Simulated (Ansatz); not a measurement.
NiSi₂ (fluorite type, space group Fm-3m)

```yaml
crystal:
  lattice:
    - [0.00000, 2.72225, 2.72225]
    - [2.72225, 0.00000, 2.72225]
    - [2.72225, 2.72225, 0.00000]
  atoms:
    - { symbol: Ni, position: [0.00000, 0.00000, 0.00000] }
    - { symbol: Si, position: [0.25000, 0.25000, 0.25000] }
    - { symbol: Si, position: [0.75000, 0.75000, 0.75000] }
```

In this cell atom 3 (Si, nearest neighbour Ni at 2.358 Å; its periodic images, 3.8 Å or more away, move with it) is moved by s along Cartesian [111], unit vector (0.577, 0.577, 0.577); all other atoms and the cell stay fixed.

The numbers are results of PBE (plane waves to 420 eV, PAW, scalar-relativistic; Ansatz, a program for electronic structure), not measurements. k mesh 12×12×12 (Γ-centred), Fermi-Dirac smearing 0.05 eV. E stands for the smeared free energy. Stress and pressure are positive under compression. With partly filled bands, energies and forces of such displacements shift with the k mesh and the smearing. F∥ is the force on the atom along that direction. NiSi2 is run without spin polarisation. NiSi2 was relaxed with its symmetry unable to fall. ΔE is measured from the undisplaced structure.

| s (Å) | P (GPa) | F∥ (eV/Å) | ΔE (eV/cell) |
|---|---|---|---|
| -0.240 | 2.4 | 1.385 | 0.180 |
| -0.192 | 1.6 | 1.168 | 0.118 |
| -0.144 | 1.0 | 0.915 | 0.068 |
| -0.096 | 0.4 | 0.632 | 0.031 |
| -0.048 | 0.1 | (withheld) | 0.008 |
| 0.000 | 0.0 | 0.000 | 0.000 |
| 0.048 | 0.1 | -0.368 | 0.009 |
| 0.096 | 0.5 | -0.791 | 0.036 |
| 0.144 | 1.1 | -1.276 | 0.086 |
| 0.192 | 2.1 | -1.832 | 0.160 |
| 0.240 | 3.4 | (withheld) | 0.263 |

Problem. Fill in the missing entries.

Solution. 
- -0.048, F∥ (eV/Å): 0.327
- 0.240, F∥ (eV/Å): -2.471

(A displaced cell: forces are minus the slopes of the energy, force constants its curvatures, and phonons follow from these.)
